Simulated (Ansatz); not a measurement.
## Ansatz 0.2.0, settings compared: InP

Input:

```yaml
crystal:
  lattice:
    - [0.0, 2.964659, 2.964659]
    - [2.964659, 0.0, 2.964659]
    - [2.964659, 2.964659, 0.0]
  atoms:
    - { symbol: P, position: [0.25, 0.25, 0.25] }
    - { symbol: In, position: [0.0, 0.0, 0.0] }
  symmetry: { tolerance: 0.0003 }
kpoints:
  mp_grid: { grid: [5, 5, 5], shift: [0, 0, 0] }
magnetization:
  spin_polarized: false
scf:
  occupations: { method: fermi_dirac, width: 0.0429 }
hamiltonian:
  pseudopotentials: { kind: paw }
  xc: pbe
basis:
  ecutwfc: 420
output:
  forces: true
  stress: true
  eigenvalues: true
```

Launch command:

```bash
ansatz run input.yaml --threads 1 --pin off --max-ram 2560MiB --backend cpu --events-out ev --progress --plain --runs-dir out
```

Origin of the cell: a database entry, scaled a little.

Output of this run (shortened):

```
Pseudopotentials: kind: paw
Pseudopotential: P, paw, valence charge 5, recommended cutoff 420 eV (normal), P.paw.azcp
Pseudopotential: In, paw, valence charge 13, recommended cutoff 420 eV (normal), In.paw.azcp
Functional definition: PBE
  exchange = pbe_x(kappa = kappa, mu = beta*pi^2/3)
  correlation = pbe_c(beta = beta)
Crystal: 2 atoms, lattice volume = 52.114 Å³
Basis set: ecut = 420 eV, 965 PW (Γ), exchange–correlation on 60×60×60 points (8 copies of the dense FFT grid, shifted against one another)
Bands: 13, of which v1, the nominal top of the filled ones, is band 9 counted from 1 (8 counted from 0)
Symmetry: 24 space group operations
Space group: F-43m (ITA 216), of the structure as read, at distance tolerance 1.1e-3 Å
k-points: 10 of 125 (time reversal used)
[… 4 lines left out …]
Initial density: superposition of atomic densities (neutral atoms: chi_scale 0, normalization atom), corrected by the library's trained network
Functional: x = pbe(κ = 0.804, μ = 0.219515), c = pbe(β = 0.066725)
SCF iter   1: F=—  HF=-6353.972784 eV  Δρ=1.40e-3  dr2=2.00e-3
SCF iter   2: F=—  HF=-6353.971235 eV  Δρ=9.18e-4  dr2=4.44e-4
SCF iter   3: F=—  HF=-6353.971120 eV  Δρ=2.96e-4  dr2=4.50e-5
SCF iter   4: F=—  HF=-6353.971156 eV  Δρ=1.32e-4  dr2=6.50e-6
SCF iter   5: F=—  HF=-6353.971154 eV  Δρ=2.29e-5  dr2=5.51e-7
SCF iter   6: F=-6353.971155 eV  HF=-6353.971155 eV  Δρ=6.80e-6  dr2=2.08e-8
SCF 1 converged in 6 iterations: F = -6353.971155 eV  dr2 = 2.08e-8
SCF converged after 6 iterations
Free energy (F): -6353.971155 eV
Harris-Foulkes:  -6353.971155 eV  (|F-HF|=1.32e-9)
Internal energy: -6353.971116 eV  (E = F + TS)
E sigma→0 (E₀):  -6353.971135 eV
Entropy (-TS):   -0.000039 eV (-0.020 meV/atom)
Fermi energy:    6.863172 eV
--- Per-component energies (eV) ---
  E_band       = -58.348058
  E_kinetic    = 312.821872
  E_local      = -1419.357053  (includes V_loc(G=0)·N_el)
  E_nonlocal   = 401.371558
  E_hartree    = 559.303988
  E_xc         = -276.211739
  E_vxc        = -159.352566  (∫ρ·V_xc dr)
  E_paw        = -4725.256567  (= ΣΔE_a)
  E_vpaw       = -312.435587  (= ΣTr[D̂ρ^β])
  E_aug_tail   = 0.000029  (compensation charges beyond the density's cutoff)
  E_ewald      = -1206.643204
  E_smearing   = -0.000039  (= −TS)
  Σ components = -6353.971155   (vs F -6353.971155, Δ=0.00e0)
--- Forces (eV/Å), atoms counted from 1 ---
  atom   1  P     -0.000000     0.000000    -0.000000
  atom   2  In     0.000000    -0.000000    -0.000000
  max |Σ_I F_I| component: 7.40e-17 eV/Å
--- Stress (GPa, compression-positive) ---
        0.949289      -0.000000      -0.000000
        0.000000       0.949289       0.000000
       -0.000000       0.000000       0.949289
  P = ⅓ Tr σ = 0.9493 GPa (9.493 kbar)
```

The same input was run again with these changes:

1. `magnetization` { spin_polarized: false } → { spin_polarized: true } (starts: ferro); `kpoints.mp_grid.shift` [0, 0, 0] → [0.5, 0.5, 0.5]; typed moments: P1 3, In2 2
2. `hamiltonian.xc` pbe → r2scan
3. `basis.ecutwfc` 420 → "550 eV"
4. `scf.eigensolver.kind` default → davidson

```json
{"run": "base", "end": "converged", "SCF iterations": "6", "P (GPa)": "0.95", "max force component (eV/Å)": "0.000", "moment (μB)": "–", "ΔE(σ→0) (meV/atom)": "0"}
{"run": "1", "end": "converged", "SCF iterations": "15", "P (GPa)": "0.94", "max force component (eV/Å)": "0.003", "moment (μB)": "0.00", "ΔE(σ→0) (meV/atom)": "-17.57"}
{"run": "2", "end": "converged", "SCF iterations": "6", "P (GPa)": "-0.73", "max force component (eV/Å)": "0.000", "moment (μB)": "–", "ΔE(σ→0) (meV/atom)": "–"}
{"run": "3", "end": "converged", "SCF iterations": "6", "P (GPa)": "0.94", "max force component (eV/Å)": "0.000", "moment (μB)": "–", "ΔE(σ→0) (meV/atom)": "-1.05"}
{"run": "4", "end": "converged", "SCF iterations": "6", "P (GPa)": "0.95", "max force component (eV/Å)": "0.000", "moment (μB)": "–", "ΔE(σ→0) (meV/atom)": "0.00"}
```

Energies are compared only where functional, datasets, charge and starting cell are the same.

Run 1: a starting moment was lost; the k mesh keeps only part of the crystal's symmetry.
Run 2: the cutoff lies below the datasets' advice.

The base run took 1.4 s on 1 thread of Intel(R) Xeon(R) Platinum 8488C (Sapphire Rapids), with other jobs on the host, peak memory 0.35 GiB, from the program's own first density.
